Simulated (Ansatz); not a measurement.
# Fe (Im-3m): the held moment from field and pressure

The geometry is a structure as deposited in COD (the entry's cell lengths or inner coordinates differ somewhat from later room-temperature determinations), held fixed and not relaxed.

Settings: r²SCAN, 14×14×14 k mesh, Fermi–Dirac smearing of 0.05 eV. PAW means Ansatz 0.2.0 on its default frozen-core files. Site moments are integrated in spheres about the atoms.

The run was typed so:

```yaml
crystal:
  lattice:
    - [-1.443, 1.443, 1.443]
    - [1.443, -1.443, 1.443]
    - [1.443, 1.443, -1.443]
  atoms:
    - { symbol: Fe, position: [0.0, 0.0, 0.0], spin: 3.0 }
magnetization:
  spin_polarized: true
kpoints:
  mp_grid: { grid: [14, 14, 14] }
scf:
  occupations: { method: fermi_dirac, width: 0.05 }
  lower_state_search: "off"
hamiltonian:
  xc: r2scan
  pseudopotentials: { kind: paw }
output:
  forces: true
  stress: true
  eigenvalues: true
  populations: true
  dos: { projected: true, de: 0.1, e_range: [-8, 5] }
  write_density: true
  write_potential: true
  elf: true
  volumetric_format: npy
```

Command: `ansatz run input.yaml --threads 1 --pin off --max-ram 3072MiB --backend cpu --events-out ev --progress --plain --runs-dir out`

The free run ends with 2.69 μB per cell. Further runs hold the cell's moment M by two Fermi levels; B is half their difference over μB, positive where the field raises M. Some of them:

```tsv
M (μB/cell)	B (T)	ΔF over the free run (meV/cell)	pressure (GPa)
0.67	-10130	966.5	-24.7
1.34	-10457	560.8	-24.1
3.22	16593	255.1	13.7
```

Another run of the series gave B (T) = -8407, ΔF over the free run (meV/cell) = 252.0, pressure (GPa) = -19.7. Which moment was held?
A. 2.96
B. 1.88
C. 2.28
D. 3.63

B. M (μB/cell) = 1.88.

Another run of the series gave B (T) = 31819, ΔF over the free run (meV/cell) = 807.0, pressure (GPa) = 29.3. Which moment was held?
A. 3.63
B. 1.88
C. 2.96
D. 2.28

A. M (μB/cell) = 3.63.

The whole series:

| M (μB/cell) | B (T) | ΔF over the free run (meV/cell) | pressure (GPa) |
| --- | --- | --- | --- |
| 0.67 | -10130 | 966.5 | -24.7 |
| 1.34 | -10457 | 560.8 | -24.1 |
| 1.88 | -8407 | 252.0 | -19.7 |
| 2.28 | -5021 | 85.1 | -13.3 |
| 2.96 | 9878 | 73.5 | 4.9 |
| 3.22 | 16593 | 255.1 | 13.7 |
| 3.63 | 31819 | 807.0 | 29.3 |

The PAW files were made with PBE; the program remakes their cores once for the run's functional and then keeps them frozen. The Ansatz runs typed with the search for lower states off end where their start leads. r²SCAN is known to give itinerant transition metals moments and polarisation energies that are too large. These are results for the start and cell typed. The real compound can order otherwise, in a larger cell, or not at all, since semilocal functionals at zero temperature often overstate magnetism.
